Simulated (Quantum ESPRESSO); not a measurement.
Si6NAl, a curve over one atom's position

Computed values, not a measurement. The program is pw.x of Quantum ESPRESSO 7.5 (plane-wave density functional theory). The cell is made up: 8 atoms on a zincblende/diamond lattice, with randomly drawn elements, strain and displacements, not relaxed. PseudoDojo standard norm-conserving files (v0.5 for PBE, v0.4.1 for LDA and PBEsol) set the functional; there is no spin polarisation, spin-orbit coupling or dispersion term, and the masses in the input are unused placeholders.

Seven runs move atom 6 (Si, counted in the order of the input) along y and keep all else fixed.

Input of the run at -0.0006:

```
&control calculation='scf', pseudo_dir='./dojo.nc.sr.pbe.v0_5.standard.upf', outdir='./o', disk_io='medium', tprnfor=.true., tstress=.true. /
&system ibrav=0, nat=8, ntyp=3, nbnd=26, ecutwfc=84.00895049, nosym=.true., tot_charge=0,
 occupations='smearing', smearing='fd', degauss=0.0073498644
/
&electrons conv_thr=7.350e-09, electron_maxstep=60, /
ATOMIC_SPECIES
Al 1.0 Al.upf
N 1.0 N.upf
Si 1.0 Si.upf
CELL_PARAMETERS angstrom
5.6593 -0.0148 0.0294
-0.0148 5.6633 -0.093
0.0294 -0.093 5.5609
ATOMIC_POSITIONS angstrom
Si -0.0 -0.0037 0.0059
Si 0.0958 2.7372 2.634
Si 2.9074 -0.0767 2.8505
N 2.8288 2.8336 -0.037
Al 1.4534 1.3884 1.3576
Si 1.3769 4.1055 4.1436
Si 4.2657 1.2473 4.226
Si 4.279 4.2577 1.3654
K_POINTS automatic
6 6 6 1 1 1
```

```
shift of atom 6 along y (Å)  free energy less that of the input shown (eV)  Fx on atom 6 (eV/Å)  Fy on atom 6 (eV/Å)  Fz on atom 6 (eV/Å)  pressure (GPa)  iterations
                    -0.0904                                         0.0022                1.639                0.378                0.563           -9.25          11
                    -0.0427                                        -0.0069                1.521                0.003                0.335           -9.21          11
                    -0.0297                                        -0.0063                1.490               -0.100                0.274           -9.20          11
                    -0.0107                                        -0.0030                1.448               -0.252                0.186           -9.17          11
                    -0.0006                                         0.0000                1.427               -0.333                0.139           -9.15          11
                    +0.0383                                         0.0190                1.349               -0.646               -0.036           -9.08          11
                    +0.0942                                         0.0678                1.254               -1.098               -0.280           -8.93          11
```

A cubic fit gives dFy/dy = -8.03 eV/Å² at zero shift. Across the table the free energy follows the integral of the force to within 0.1 meV. A rerun of one of the cells at 1437 eV and a 8 x 8 x 8 mesh moved values by no more than 0.006 eV in energy, 0.03 GPa in stress and 0.007 eV/Å in force.